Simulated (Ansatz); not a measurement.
AlP:
```xyz
6
Lattice="3.8211 0.0000 0.0000 -1.9106 3.3092 0.0000 0.0000 0.0000 8.6331" Properties=species:S:1:pos:R:3 pbc="T T T"
Al    -0.9549     1.6540     5.7554
Al     0.9556     1.6552     0.0000
Al     1.9099     0.0000     2.8777
P     -0.9551     1.6542     1.4388
P      0.9555     1.6550     4.3165
P      1.9101     0.0000     7.1942
```

This is the PBEsol-relaxed structure.

Task: All from the program Ansatz at the PBEsol level (PAW), unless another level is named. Give the band gap.

Result: 0.84 eV (indirect).

Task: Predict the formation energy from the elements (no fitted shifts).

Result: -404 meV/atom.

Task: What about the conduction-band minimum?

Result: at M (3 equivalent valleys).

Task: Predict the valence-band maximum.

Result: at Γ.

Task: And the weight of the valence-edge state by species (Voronoi cells)?

Result: P 74 %, Al 26 %.

Space group P6_422. The start of the workflow was typed in or built on a structure type; neither database checked (COD, Materials Project) lists it. It is not the phase usual at ambient conditions (space group No. 216). Symmetry was held in the PBEsol relaxation; of distortions, only those at the zone centre were tested. Point labels and valley counts follow the cell and symmetry of the run, lower than the named group. The references are the lowest solids computed at this level, not always the standard phases.

Potentials: the later of the program's two PAW sets.
